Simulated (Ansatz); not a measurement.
Rh (fcc (Cu type)), relaxed and computed with several functionals in Ansatz (plane waves, PAW).

```json
[
 {"functional": "r²SCAN", "a (Å)": "3.800"},
 {"functional": "PBEsol", "a (Å)": "3.780"},
 {"functional": "r²SCAN+D4", "a (Å)": "3.788"},
 {"functional": "LDA", "a (Å)": "?"},
 {"functional": "PBE", "a (Å)": "3.830"},
 {"functional": "PBE+D3(BJ)", "a (Å)": "3.793"}
]
```

What belongs in the gaps?


- LDA, a (Å): 3.754

All cells were relaxed under the symmetry of their starts (and spin orders); stability against distortions was not tested throughout. Named crystals with no word on spin ran without spin polarisation. Scalar-relativistic: spin–orbit coupling is off unless named, which matters more the heavier the elements.

Potentials: the earlier of the program's two PAW sets. The files were generated under PBE; for other functionals the program regenerates the frozen cores, and for LDA and PBEsol the local potential too.

Ansatz (a program for electronic structure) is a plane-wave DFT program.
